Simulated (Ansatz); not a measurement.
Structure optimisation: barium, hcp

These are results of DFT, BLYP, plane waves (420 eV) with PAW, scalar-relativistic in Ansatz, not measurements. (PAW data from PBE, frozen cores regenerated.)

k-point mesh 8×8×5, Fermi-Dirac smearing 0.1 eV, no spin polarisation. Cell and atoms relax.

Starting structure:

```cif
data_structure
_symmetry_space_group_name_H-M 'P 1'
_symmetry_Int_Tables_number 1
_cell_length_a 4.4545
_cell_length_b 4.4545
_cell_length_c 7.2742
_cell_angle_alpha 90.000
_cell_angle_beta 90.000
_cell_angle_gamma 120.000
_cell_volume 125.00
loop_
_atom_site_label
_atom_site_type_symbol
_atom_site_fract_x
_atom_site_fract_y
_atom_site_fract_z
_atom_site_occupancy
Ba1 Ba 0.33333 0.66667 0.25000 1
Ba2 Ba 0.66667 0.33333 0.75000 1
```

The pressure at the start is 0.6 GPa. By how much does the volume change?

From 62.50 to 66.85 Å³ per atom, 7.0 %. The final cell has a = 4.553 Å, c = 7.449 Å (c/a = 1.636).

How much energy does the relaxation gain?

8.2 meV per atom.

Path of the relaxation (the plane waves are chosen anew near the end, which can shift the energy a little):

```
step  E − E(final) (meV/atom)  V (Å³/atom)  P (GPa)  max force (eV/Å)
   0                     8.20       62.500     0.60             0.000
   1                     4.37       63.695     0.43             0.000
   2                     0.03       66.853     0.03             0.000
   3                     0.00       66.853     0.03             0.000
```
